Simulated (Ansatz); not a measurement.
Structure optimisation: lanthanum, diamond

Computed with Ansatz 0.2.0, DFT, m-r2SCAN, plane waves (500 eV) with PAW, scalar-relativistic. The PAW files were generated under PBE, with cores re-solved for the functional.

k-point mesh 8×8×8, Fermi-Dirac smearing 0.05 eV, starting moments 1.00 ×2 μB. Cell and atoms relax.

Starting structure:

```xyz
2
Lattice="0.0000 3.6965 3.6965 3.6965 0.0000 3.6965 3.6965 3.6965 0.0000" Properties=species:S:1:pos:R:3 pbc="T T T"
La    0.9241    0.9241    0.9241
La    6.4689    6.4689    6.4689
```

**Question.** What cell does the relaxation end in?

**Answer.** Fd-3m with a = 6.655 Å; 36.85 Å³ per atom against 50.51 at the start (-27.1 %).

**Question.** How much energy does the relaxation gain?

**Answer.** 371.3 meV per atom.

Path of the relaxation (the plane waves are chosen anew near the end, which can shift the energy a little):

```
step  E − E(final) (meV/atom)  V (Å³/atom)  P (GPa)  max force (eV/Å)
   0                   371.28       50.511    -5.70             0.000
   1                   126.76       43.478    -5.02             0.000
   2                    -1.31       37.130    -0.37             0.000
   3                    -1.62       36.703     0.20             0.000
   4                    -1.68       36.846     0.00             0.000
   5                     0.00       36.846     0.00             0.000
```

**Question.** Which magnetic state does it end in?

**Answer.** non-magnetic.

m-r²SCAN is r²SCAN on the gauge-invariant kinetic-energy density; without spin polarisation the two are equal.
